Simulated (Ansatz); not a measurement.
SiGe (CsCl type, space group No. 221), PBEsol (plane waves, PAW; program Ansatz), all energies at zero smearing, with the estimated change up to a 700 eV cutoff added, with one set of potentials and settings (totals compare only within such a set). Cell of 2 atoms (1 Ge, 1 Si): -4874.173 eV.

```csv
element,reference phase,E (eV/atom)
Ge,"Fd-3m, 2 atoms in the cell",-4253.5039
Si,"Fd-3m, 2 atoms in the cell",-621.4938
```

Formation energy per atom, worked out: (-4874.173 − 1×(-4253.5039) − 1×(-621.4938))/2 = 0.412 eV/atom (40 kJ per mol of atoms), at 0 K, without zero-point energy or fitted corrections.

Space group Pm-3m (CsCl type). The cell is a constructed one: a structure type filled with these elements; neither database checked (COD, Materials Project) lists it. Whether it is the stable phase at ambient conditions was not checked. The PBEsol relaxation kept the symmetry of its start. At this level the phase is mechanically unstable. The references are the lowest solids computed at this level, not always the standard phases.

Potentials: the earlier of the program's two PAW sets. The files were generated under PBE; for other functionals the program regenerates the frozen cores, and for LDA and PBEsol the local potential too.
